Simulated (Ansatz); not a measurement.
Ansatz input

```yaml
crystal:
  lattice:
    - [3.1082995002, 0.0, 0.0]
    - [0.0, 3.1082995002, 0.0]
    - [0.0, 0.0, 3.1082995002]
  atoms:
    - { symbol: Te, position: [0.0, 0.0, 0.0] }
hamiltonian:
  xc: pbesol
  pseudopotentials:
    kind: paw
    azcp:
      Te: "pseudopotentials/Te.paw.azcp"
basis:
  ecutwfc: 420
  fft_grid_basis: typed
kpoints:
  mp_grid: { grid: [11, 11, 11], shift: [0, 0, 0] }
magnetization:
  spin_polarized: false
scf:
  occupations: { method: fermi_dirac, width: 0.1 }
  lower_state_search: "off"
output:
  stress: true
```

Terminal output

```
Warning: the record states the generating functional pbe (its physics header spells it `PBE`), which answers neither for hamiltonian.xc's functional nor for the pbesol family's — results may be inconsistent (PPs are generated against a specific XC)
Engine: ansatz 0.2.0, aarch64-unknown-linux-gnu
Pseudopotentials: kind: paw
Pseudopotential: Te, paw, valence charge 16, recommended cutoff 420 eV (normal) 
Functional definition: PBEsol
  exchange = pbesol_x
  correlation = pbesol_c
Crystal: 1 atoms, lattice volume = 30.031 Å³
Basis set: ecut = 420 eV, 587 PW (Γ)
Bands: 12, of which v1, the nominal top of the filled ones, is band 8 counted from 1 (7 counted from 0)
Symmetry: 48 space group operations
Space group: Pm-3m (ITA 221), of the structure as read, at distance tolerance 3.1e-5 Å
k-points: 56 of 1331
Non-local potential: Te, projectors of the file, l = 0: 2, l = 1: 2, l = 2: 2, l = 3: 2
PAW form: soft (Blöchl's): semilocal exchange-correlation on the pseudo side does not see the compensation charge
PAW frozen core: Te, regenerated for the run's functional, and the local potential with it (the file was generated under x = pbe(κ = 0.804, μ = 0.2195149727645171), c = pbe(β = 0.06672455060314922))
PAW one-centre angular grid: Te, 590 points (default); XC on 64 Gauss nodes
Initial density: superposition of atomic densities (neutral atoms: chi_scale 0, normalization atom), corrected by the library's trained network
Initial wavefunctions: pseudopotential atomic-orbital guess
Functional: x = pbesol(κ = 0.804, μ = 0.12345679012345678), c = pbesol(β = 0.046)
SCF iter   1: F=—  HF=-6901.490351 eV  |F-HF|=—  |Δ(HF+E_count)|=         —  Δρ=1.82e-3  dr2=3.28e-4  ethr=1.77e-3  ⟨swp⟩=5.2  Hψ=4058  notcnv=0
SCF iter   2: F=—  HF=-6901.489506 eV  |F-HF|=—  |Δ(HF+E_count)|=   8.45e-4  Δρ=9.64e-4  dr2=9.38e-5  ethr=2.05e-6  ⟨swp⟩=3.0  Hψ=1639  notcnv=0
SCF iter   3: F=—  HF=-6901.489523 eV  |F-HF|=—  |Δ(HF+E_count)|=   1.73e-5  Δρ=1.75e-4  dr2=1.24e-5  ethr=5.87e-7  ⟨swp⟩=2.0  Hψ=1116  notcnv=0
SCF iter   4: F=—  HF=-6901.489513 eV  |F-HF|=—  |Δ(HF+E_count)|=   9.44e-6  Δρ=6.08e-5  dr2=1.07e-6  ethr=7.76e-8  ⟨swp⟩=2.0  Hψ=1106  notcnv=0
iter 5 did not close the SCF: its close was put off for the readings that it lacked (scf_convergence_deferred on its scf_iter line)
SCF iter   5: F=-6901.489513 eV  HF=-6901.489513 eV  |F-HF|=2.82e-8  |Δ(HF+E_count)|=   1.69e-7  Δρ=9.88e-6  dr2=3.09e-8  ethr=6.72e-9  ⟨swp⟩=2.0  Hψ=1125  notcnv=0
SCF iter   6: F=-6901.489513 eV  HF=-6901.489513 eV  |F-HF|=3.60e-9  |Δ(HF+E_count)|=   1.17e-8  Δρ=2.86e-6  dr2=3.01e-9  ethr=1.93e-10  ⟨swp⟩=2.1  Hψ=2284  notcnv=0
SCF 1 converged in 6 iterations: F = -6901.489513 eV  dr2 = 3.01e-9
SCF converged after 6 iterations
Free energy (F): -6901.489513 eV
Harris-Foulkes:  -6901.489513 eV  (|F-HF|=3.60e-9)
Internal energy: -6901.472481 eV  (E = F + TS)
E sigma→0 (E₀):  -6901.480997 eV
Entropy (-TS):   -0.017032 eV (-17.032 meV/atom)
Fermi energy:    10.635103 eV
--- Per-component energies (eV) ---
  E_band       = -239.949588
  E_kinetic    = 181.414396
  E_local      = -1140.198597  (includes V_loc(G=0)·N_el)
  E_nonlocal   = -308.065634
  E_hartree    = 755.545114
  E_xc         = -123.865325
  E_vxc        = -104.769964  (∫ρ·V_xc dr)
  E_paw        = -4584.220801  (= ΣΔE_a)
  E_vpaw       = -379.422840  (= ΣTr[D̂ρ^β])
  E_aug_tail   = -0.000186  (compensation charges beyond the density's cutoff)
  E_ewald      = -1682.456263
  E_core_change = 0.374815  (= ΣΔE_core)
  E_smearing   = -0.017032  (= −TS)
  E_closure    = -0.000000  (closes the sum)
  Σ components = -6901.489513   (vs F -6901.489513, Δ=0.00e0)
--- Stress (GPa, compression-positive) ---
        2.639346      -0.000000       0.000000
       -0.000000       2.639346       0.000000
        0.000000       0.000000       2.639346
  P = ⅓ Tr σ = 2.6393 GPa (26.393 kbar)
```

Launched by

```sh
ansatz run input.yaml --threads 2 --pin off --max-ram 5120MiB --backend cpu --events-out ev --progress --plain --runs-dir out
```

On 2 threads of Arm Neoverse V1 (shared host) this took about 0.76 s of wall time and 1.3 s of CPU time.
